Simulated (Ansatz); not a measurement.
Input, command and steps of an Ansatz relaxation.

```yaml
crystal:
  lattice:
    - [3.9173750519, 0.0, 0.0]
    - [0.0, 3.9173750519, 0.0]
    - [0.0, 0.0, 5.9814962217]
  atoms:
    - { symbol: Cu, position: [0.0, 0.0, 0.0] }
    - { symbol: Cu, position: [0.5, 0.5, 0.0] }
    - { symbol: Cu, position: [0.5, 0.0, 0.2640353169] }
    - { symbol: Cu, position: [0.0, 0.5, 0.7359646831] }
    - { symbol: Sb, position: [0.5, 0.0, 0.697528976] }
    - { symbol: Sb, position: [0.0, 0.5, 0.302471024] }
basis:
  ecutwfc: 420
kpoints:
  mp_grid: { grid: [10, 10, 6] }
hamiltonian:
  xc: pbesol
scf:
  occupations: { method: gaussian, width: 0.1 }
output:
  forces: true
  stress: true
  eigenvalues: true
relax:
  adjacent_minimum: "off"
  f_tol: 0.01
  max_steps: 30
  cell: { stress_tol: 0.1, fix: [volume] }
```

```bash
ansatz run input.yaml --threads 1 --pin off --max-ram 2560MiB --backend cpu --events-out ev --progress --plain --runs-dir out
```

The calculation used DFT PBEsol, scalar-relativistic, plane waves, PAW in Ansatz.

The volume is held at 0.97 times that of the relaxed cell.

Of 4 frames 3 are shown, positions in Å and forces in eV/Å; the SCF threshold varies from step to step. Steps run on the plane waves of an earlier cell, with a Pulay correction in the pressure. The basis is chosen afresh for the last frame, the zero of the energies, and at times for earlier ones too; energy and pressure can step there, also at an unchanged geometry. Where two frames share a geometry here, they differ by under 2 meV/atom and 0.3 GPa.

```xyz
6
Lattice="3.9174 0.0000 0.0000 0.0000 3.9174 0.0000 0.0000 0.0000 5.9815" Properties=species:S:1:pos:R:3:forces:R:3 pbc="T T T" step=1 free_energy_over_end_meV_per_atom=0.36 pressure_GPa=3.84
Cu    0.0000    0.0000    0.0000    0.0000    0.0000    0.0000
Cu    1.9587    1.9587    0.0000    0.0000    0.0000    0.0000
Cu    1.9587    0.0000    1.5793    0.0000    0.0000    0.0682
Cu    0.0000    1.9587    4.4022    0.0000    0.0000   -0.0682
Sb    1.9587    0.0000    4.1723    0.0000    0.0000   -0.1222
Sb    0.0000    1.9587    1.8092    0.0000    0.0000    0.1222
6
Lattice="3.9132 0.0000 0.0000 0.0000 3.9132 0.0000 0.0000 0.0000 5.9943" Properties=species:S:1:pos:R:3:forces:R:3 pbc="T T T" step=2 free_energy_over_end_meV_per_atom=0.06 pressure_GPa=3.62
Cu    0.0000    0.0000    0.0000    0.0000    0.0000    0.0000
Cu    1.9566    1.9566    0.0000    0.0000    0.0000    0.0000
Cu    1.9566    0.0000    1.5851    0.0000    0.0000    0.0189
Cu    0.0000    1.9566    4.4092    0.0000    0.0000   -0.0189
Sb    1.9566    0.0000    4.1684    0.0000    0.0000    0.0311
Sb    0.0000    1.9566    1.8259    0.0000    0.0000   -0.0311
6
Lattice="3.9102 0.0000 0.0000 0.0000 3.9102 0.0000 0.0000 0.0000 6.0035" Properties=species:S:1:pos:R:3:forces:R:3 pbc="T T T" step=4 free_energy_over_end_meV_per_atom=0.00 pressure_GPa=3.60
Cu    0.0000    0.0000    0.0000    0.0000    0.0000    0.0000
Cu    1.9551    1.9551    0.0000    0.0000    0.0000    0.0000
Cu    1.9551    0.0000    1.5921    0.0000    0.0000    0.0053
Cu    0.0000    1.9551    4.4115    0.0000    0.0000   -0.0053
Sb    1.9551    0.0000    4.1771    0.0000    0.0000    0.0069
Sb    0.0000    1.9551    1.8264    0.0000    0.0000   -0.0069
```

It took 2.3 min on 1 thread of Arm Neoverse V1, on a shared host, peak memory 0.62 GiB.